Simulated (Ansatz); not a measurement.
ZnSnN2:
```cif
data_N2SnZn
_chemical_formula_sum 'Zn1 Sn1 N2'
_space_group_name_H-M_alt 'P 1'
_space_group_IT_number 1
_cell_length_a 5.46521
_cell_length_b 5.46521
_cell_length_c 5.46521
_cell_angle_alpha 33.689
_cell_angle_beta 33.689
_cell_angle_gamma 33.689
loop_
_space_group_symop_operation_xyz
  'x, y, z'
loop_
_atom_site_label
_atom_site_type_symbol
_atom_site_fract_x
_atom_site_fract_y
_atom_site_fract_z
_atom_site_occupancy
Zn1 Zn 0.00000 0.00000 0.00000 1
Sn1 Sn 0.50000 0.50000 0.50000 1
N1 N 0.75355 0.75355 0.75355 1
N2 N 0.24645 0.24645 0.24645 1
```

Relaxed with r²SCAN.

Task: Tabulate the valence density and the electron localisation function along the shortest Zn–Sn contact (3.16 Å), DFT-r²SCAN in the program Ansatz with PAW potentials.

Result: 

| distance from Zn (Å) | density (e/Å³) | ELF |
|---|---|---|
| 0.32 | 16.01 | 0.00 |
| 0.47 | 5.09 | 0.02 |
| 0.63 | 1.62 | 0.08 |
| 0.79 | 0.69 | 0.14 |
| 0.95 | 0.34 | 0.13 |
| 1.11 | 0.21 | 0.10 |
| 1.26 | 0.16 | 0.10 |
| 1.42 | 0.14 | 0.10 |
| 1.58 | 0.14 | 0.11 |
| 1.74 | 0.17 | 0.12 |
| 1.90 | 0.21 | 0.14 |
| 2.05 | 0.31 | 0.17 |
| 2.21 | 0.56 | 0.22 |
| 2.37 | 1.23 | 0.23 |
| 2.53 | 2.82 | 0.14 |
| 2.68 | 5.92 | 0.04 |
| 2.84 | 10.50 | 0.00 |

The density is the valence pseudo-density with augmentation charge, so density and ELF within about 1 Å of a nucleus are not all-electron values.

Space group R-3m. The start of the workflow was typed in or built on a structure type; neither database checked (COD, Materials Project) lists it. Whether it is the stable phase at ambient conditions was not checked. The cell was relaxed with r²SCAN under the symmetry of its start; whether a distortion lowers the energy is not shown. Its formation energy is positive at this level, so the cell may be metastable or incomplete. Spin–orbit coupling is left out wherever it is not named.

Potentials: the later of the program's two PAW sets.
